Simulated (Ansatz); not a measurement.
Values for one crystal, relaxed and computed with r²SCAN in the plane-wave PAW code Ansatz; other levels are named.

```yaml
volume_per_atom: 22.60 Å³
band_gap: 1.25 eV (direct)
Formation energy from the elements (no fitted shifts): -275 meV/atom
conduction_band_minimum: at Γ
Hole effective mass, band 1 of 2 at the edge: 0.36 along x, 0.37 along z (mₑ)
Electron effective mass with spin–orbit coupling: 0.094, 0.094, 0.10 mₑ (principal values)
Pressure derivative B′: 4.5
```

Question: Which of these materials gives this?
A. MgS, P4_2/mmc (Mg on 2c, S on 2e)
B. TiI4, C2/c (Ti on 4e, I on 8f, I on 8f)
C. ZnSnP2, chalcopyrite
D. KZnF3, cubic perovskite

Answer: C, ZnSnP2, chalcopyrite

Space group I-42d (chalcopyrite). Symmetry was held in the r²SCAN relaxation. The references are the lowest solids computed at this level, not always the standard phases. Spin–orbit coupling is left out wherever it is not named.

Potentials: the later of the program's two PAW sets.
